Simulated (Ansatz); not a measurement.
## Rb3MgH5 — coordination and 2H quadrupole coupling

Cell: a Materials Project structure (computed, not necessarily an observed phase), taken as it stands.

```cif
data_Rb3MgH5
_symmetry_space_group_name_H-M 'P4/ncc:1'
_symmetry_Int_Tables_number 130
_cell_length_a 8.0716
_cell_length_b 8.0716
_cell_length_c 12.3289
_cell_angle_alpha 90.000
_cell_angle_beta 90.000
_cell_angle_gamma 90.000
loop_
_atom_site_label
_atom_site_type_symbol
_atom_site_symmetry_multiplicity
_atom_site_Wyckoff_symbol
_atom_site_fract_x
_atom_site_fract_y
_atom_site_fract_z
Rb1 Rb 4 c 0.0000 0.5000 0.4882
Rb5 Rb 8 f 0.6871 0.6871 0.7500
Mg Mg 4 b 0.0000 0.0000 0.5000
H17 H 4 c 0.0000 0.5000 0.7291
H21 H 16 g 0.4008 0.6531 0.5919
```

One atom of each set is listed.

All values are calculated (Ansatz; DFT, PBE, plane waves and PAW, scalar-relativistic, 420 eV cutoff, Γ-centred 4×4×3 k-points, Fermi–Dirac smearing 0.02 eV), not measured.

Q(2H) = 2.858 mb.

Problem. Order the H environments from the weakest to the strongest quadrupole coupling.
A. H17: 6 Rb at 2.95–3.20 Å
B. H21: 1 Mg at 1.86 Å; also 3 Rb at 2.90–3.08 Å

Solution. A (0.001 MHz, η = 0.00), B (0.031 MHz, η = 0.03).

An axis of threefold or higher order runs through H17, so V_zz lies along it and η is zero. At H21 V_zz points along its bond to Mg (within 1°).
